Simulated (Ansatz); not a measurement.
GaP (zinc blende)

```
CELL_PARAMETERS angstrom
      0.00000     5.45173     5.45173
      2.72587     0.00000     2.72587
      2.72587     2.72587     0.00000
ATOMIC_POSITIONS crystal
  P  0.37500 0.75000 0.75000
  P  0.87500 0.75000 0.75000
  Ga 0.00000 0.00000 0.00000
  Ga 0.50000 0.00000 0.00000
```

A phonon eigenvector at L = (0.5, 0.0, 0.0) is frozen into this cell: atom i moves by Q times the vector below, so Q is the largest atomic displacement, in Å. The cell is held. (q is in reciprocal vectors of the primitive cell; the cell shown is doubled to hold the pattern.)

| atom | x | y | z |
|---|---|---|---|
| P1 | 0.099 | -0.099 | -0.099 |
| P2 | -0.099 | 0.099 | 0.099 |
| Ga3 | 0.577 | -0.577 | -0.577 |
| Ga4 | -0.577 | 0.577 | 0.577 |

All values below come from r2SCAN (plane waves to 500 eV, PAW, scalar-relativistic; Ansatz, an electronic-structure program). k mesh 5×10×10 (Γ-centred), Fermi-Dirac smearing 0.05 eV. E stands for the smeared free energy. GaP was relaxed with its symmetry unable to fall. The PAW data are Ansatz's earlier set. ΔE is measured from the undisplaced structure.

```
Q (Å)   ΔE (eV/cell)
------  ------------
-0.280         1.115
-0.187         0.496
-0.093         0.124
0.000          0.000
0.093          0.124
0.187          0.496
0.280          1.115
```

Problem. Which DFPT wavenumber at L = (0.5, 0.0, 0.0) belongs to this mode?
(A) 84 cm⁻¹
(B) 358 cm⁻¹
(C) 234 cm⁻¹

Solution. C, 234 cm⁻¹. The curvature of the scan gives 234 cm⁻¹

(A displaced cell: forces are minus the slopes of the energy, force constants its curvatures, and phonons follow from these.)
